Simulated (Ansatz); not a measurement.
Ag:
```yaml
crystal:
  lattice:
    - [0.00000, 3.10815, 3.10815]
    - [3.10815, 0.00000, 3.10815]
    - [3.10815, 3.10815, 0.00000]
  atoms:
    - { symbol: Ag, position: [0.00000, 0.00000, 0.00000] }
    - { symbol: Ag, position: [0.25000, 0.25000, 0.25000] }
```

Relaxed with PBE. Special points in fractions of this cell's reciprocal vectors: Γ (0.000, 0.000, 0.000); X (0.500, 0.000, 0.500); U (0.625, 0.250, 0.625); K (0.375, 0.375, 0.750); L (0.500, 0.500, 0.500); W (0.500, 0.250, 0.750).

Task: List the band energies nearest the Fermi level at these points for DFT-PBE with spin–orbit coupling in the program Ansatz with PAW potentials.

Result: In eV from the Fermi level; about four levels below and three above (degenerate sets whole), none deeper than 8.9 eV; points with the same levels are listed once.

```json
[
 {"k": "Γ", "below": "-2.66 -2.66 -2.66 -2.66", "above": "8.03 8.03 8.58 8.58 8.58 8.58"},
 {"k": "X", "below": "-2.59 -2.59 -2.59 -2.59", "above": "0.06 0.06 0.06 0.06"},
 {"k": "U", "below": "-2.44 -2.44 -0.06 -0.06", "above": "0.50 0.50 1.74 1.74"},
 {"k": "L", "below": "-0.95 -0.95 -0.60 -0.60", "above": "5.88 5.88 6.23 6.23"},
 {"k": "W", "below": "-2.54 -2.54 -2.41 -2.41", "above": "0.36 0.36 0.41 0.41"}
]
```

Space group Fd-3m (diamond). The start of the workflow was typed in or built on a structure type; neither database checked (COD, Materials Project) lists it. It is not the phase usual at ambient conditions (space group No. 225). Symmetry was held in the PBE relaxation; whether a distortion lowers the energy is not shown. No spin polarisation was allowed.

Potentials: the later of the program's two PAW sets.
